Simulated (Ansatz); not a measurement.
Polymorphs of OsN2, each relaxed with DFT-PBEsol in the program Ansatz with PAW potentials:

A: Pnnm
a = 4.108 Å, b = 4.900 Å, c = 2.662 Å, α = β = γ = 90.00°

| atom | site | symmetry | x | y | z |
|---|---|---|---|---|---|
| Os | 2a | ..2/m | 0.0000 | 0.0000 | 0.0000 |
| N | 4g | ..m | 0.1273 | 0.4035 | 0.0000 |

B: P6/mmm
a = 2.788 Å, b = 2.788 Å, c = 4.917 Å, α = 90.00°, β = 90.00°, γ = 120.00°

```json
[
 {"atom": "Os", "site": "1a", "symmetry": "6/mmm", "x": "0.0000", "y": "0.0000", "z": "0.0000"},
 {"atom": "N", "site": "2e", "symmetry": "6mm", "x": "0.0000", "y": "0.0000", "z": "0.3835"}
]
```

Put the candidates in order of energy per atom at 0 K, lowest first, for PBEsol.

B (+0 meV/atom), A (+133 meV/atom)

Standing as an ambient phase not checked: A; B. All cells were relaxed under the symmetry of their starts (and spin orders); stability against distortions was not tested throughout. Rows with no word on spin ran without spin polarisation. Spin–orbit coupling is left out wherever it is not named.

Energies hold the estimated change up to a 700 eV cutoff; steps of a few meV lie near the error of the meshes.

Potentials: the later of the program's two PAW sets.
